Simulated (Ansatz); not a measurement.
AlMo2C:
Space group P6₃/mmc (No. 194); a = 3.0109 Å, b = 3.0109 Å, c = 13.4518 Å, α = 90.00°, β = 90.00°, γ = 120.00°

| atom | site | symmetry | x | y | z |
|---|---|---|---|---|---|
| Al | 2d | -6m2 | 0.6667 | 0.3333 | 0.2500 |
| Mo | 4f | 3m. | 0.3333 | 0.6667 | 0.0894 |
| C | 2a | -3m. | 0.0000 | 0.0000 | 0.0000 |

Relaxed at zero pressure with r²SCAN in the plane-wave PAW code Ansatz.

Question: The volume is lowered by 6 % and shape and atoms relax at that volume. What pressure results, and how do the axes share the change?

Answer: 14.9 GPa; a -2.2 %, b -2.2 %, c -1.6 %; the energy rises by 35 meV/atom.

Question: Give the new structure.

Answer: 
Space group P6₃/mmc (No. 194); a = b = 2.943 Å, c = 13.233 Å, α = β = 90.00°, γ = 120.00°

```csv
atom,site,symmetry,x,y,z
Al,2d,-6m2,0.6667,0.3333,0.2500
Mo,4f,3m.,0.3333,0.6667,0.0917
C,2a,-3m.,0.0000,0.0000,0.0000
```

The phase is kept; no other phase was compared at this pressure.

Space group P6_3/mmc. The start of the workflow was typed in or built on a structure type; neither database checked (COD, Materials Project) lists it. Whether it is the stable phase at ambient conditions was not checked. Symmetry was held in the r²SCAN relaxation; whether a distortion lowers the energy is not shown. The run is not spin-polarised.

Potentials: the earlier of the program's two PAW sets.
